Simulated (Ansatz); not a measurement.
BP (zinc blende)

```
CELL_PARAMETERS angstrom
      0.00000     2.27424     2.27424
      2.27424     0.00000     2.27424
      2.27424     2.27424     0.00000
ATOMIC_POSITIONS crystal
  P  0.75000 0.75000 0.75000
  B  0.00000 0.00000 0.00000
```

E(V) scan at fixed shape, V₀ the volume above. Symmetry pins the atoms to their sites.

Computed with PBE (plane waves to 420 eV, PAW, scalar-relativistic; Ansatz, a quantum-chemistry and plane-wave program). k mesh 12×12×12 (Γ-centred), Fermi-Dirac smearing 0.05 eV. Compression counts positive. BP was relaxed with its symmetry unable to fall.

At one point of the scan the stress tensor (GPa) is:

```
   -3.8      0.0      0.0
    0.0     -3.8      0.0
    0.0      0.0     -3.8
```

### Question
Which point is it?
(A) V/V₀ = 1.025
(B) V/V₀ = 1.100
(C) V/V₀ = 1.050
(D) V/V₀ = 1.075

### Answer
A, V/V₀ = 1.025

(Under strain, the slope of the energy per volume gives the stress and its curvature an elastic modulus.)
